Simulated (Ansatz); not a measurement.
With LDA in the plane-wave PAW code Ansatz, Yb in the fcc (Cu type) structure (Fm-3m) relaxes to a = 4.915 Å.

Electronic character: metallic (no gap). The magnetic state found is non-magnetic (starting moments vanished).

Its a lies over 2 % below tabulated measurements, which for a 4f metal can also mean another valence state (as α- against γ-cerium).

Symmetry was held in the LDA relaxation. The workflow began spin-polarised and lost its moments. The volume lies over 15 % below that of the usual cell of this phase: another minimum, or an error of the functional. The 4f shell is in the valence. No Hubbard U is applied. Scalar-relativistic: spin–orbit coupling is off unless named, which matters more the heavier the elements.

Potentials: the earlier of the program's two PAW sets. The files were generated under PBE; for other functionals the program regenerates the frozen cores, and for LDA and PBEsol the local potential too.
